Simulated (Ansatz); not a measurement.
Input:

CoSi:
Space group P-6m2 (No. 187); a = b = 2.7028 Å, c = 3.4602 Å, α = β = 90.00°, γ = 120.00°

```
atom  site  symmetry       x       y       z
----  ----  --------  ------  ------  ------
Co      1a      -6m2  0.0000  0.0000  0.0000
Si      1f      -6m2  0.6667  0.3333  0.5000
```

This is the PBEsol-relaxed structure.

All from DFT-PBEsol in the program Ansatz with PAW potentials, unless another level is named. Predict the electronic character.

metallic (no gap).

And the density of states at the Fermi level?

0.54 states/eV per atom (mean over ±0.08 eV).

Give the formation energy from the elements (no fitted shifts).

-479 meV/atom.

The cell is a constructed one: a structure type filled with these elements; neither database checked (COD, Materials Project) lists it. COD files the formula under space group No. 198, so this cell is another polymorph or a model. Its standing as an ambient phase is unchecked. The PBEsol relaxation kept the symmetry of its start; its stability against distortions is not shown here. The workflow began spin-polarised and lost its moments. The references are the lowest solids computed at this level, not always the standard phases.

Potentials: the later of the program's two PAW sets.
